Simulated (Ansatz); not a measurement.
## Al2O3: zone-centre modes

All numbers below come from DFT LDA, scalar-relativistic, plane waves, PAW (Ansatz). Settings: plane waves to 420 eV, k-mesh 12×12×4 (Γ-centred), Gaussian smearing 0.05 eV. No spin polarisation.

The starting cell (relaxed at this level; this form isn't the usual structure):

```yaml
crystal:
  lattice:
    - [2.96265, 0.00000, 0.00000]
    - [-1.48132, 2.56573, 0.00000]
    - [0.00000, 0.00000, 7.35487]
  atoms:
    - { symbol: Al, position: [0.00000, 0.00000, 0.27446] }
    - { symbol: Al, position: [0.00000, 0.00000, 0.72554] }
    - { symbol: O, position: [0.33333, 0.66667, 0.19529] }
    - { symbol: O, position: [0.66667, 0.33333, 0.80471] }
    - { symbol: O, position: [0.00000, 0.00000, 0.50000] }
```

The cell holds layers and no dispersion correction was added, so their binding is poorly described.

Harmonic modes by finite displacements of 0.02 Å, without the LO–TO term.

Question: At this geometry, is the structure stable against these modes?

Answer: Yes: no mode is imaginary beyond 10 cm⁻¹, and only the three translations lie near zero.

Question: List the wavenumbers in cm⁻¹.

Answer: 0, 0, 0, 48, 48, 86, 86, 384, 497, 633, 633, 635, 635, 764, 1156.

Cost: 1 run of about 0.98 core-minutes, on Oxide Virtual Turin-like Processor (Zen 5) (shared hosts).